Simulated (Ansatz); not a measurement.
BaO:
```yaml
crystal:
  lattice:
    - [0.00000, 2.74507, 2.74507]
    - [2.74507, 0.00000, 2.74507]
    - [2.74507, 2.74507, 0.00000]
  atoms:
    - { symbol: Ba, position: [0.00000, 0.00000, 0.00000] }
    - { symbol: O, position: [0.50000, 0.50000, 0.50000] }
```

Relaxed with PBEsol. Special points in fractions of this cell's reciprocal vectors: Γ (0.000, 0.000, 0.000); X (0.500, 0.000, 0.500); U (0.625, 0.250, 0.625); K (0.375, 0.375, 0.750); L (0.500, 0.500, 0.500); W (0.500, 0.250, 0.750).

Problem. List the band energies nearest the valence-band maximum at these points for DFT-PBEsol with spin–orbit coupling in the program Ansatz with PAW potentials.

Solution. In eV from the valence-band maximum; about four levels below and three above (degenerate sets whole), none deeper than 8.9 eV; points with the same levels are listed once.

```csv
k,below,above
Γ,-0.55 -0.55 -0.55 -0.55,3.49 3.49 4.61 4.61 4.61 4.61
X,-0.23 -0.23 0.00 0.00,1.80 1.80 6.04 6.04
U,-0.89 -0.89 -0.20 -0.20,3.23 3.23 6.30 6.30
L,-1.67 -1.67 -1.67 -1.67,4.87 4.87 7.17 7.17
W,-0.40 -0.40 -0.18 -0.18,4.38 4.38 4.40 4.40
```

Space group Fm-3m (rock salt). The cell was relaxed with PBEsol under the symmetry of its start.

Potentials: the earlier of the program's two PAW sets. The files were generated under PBE; for other functionals the program regenerates the frozen cores, and for LDA and PBEsol the local potential too.
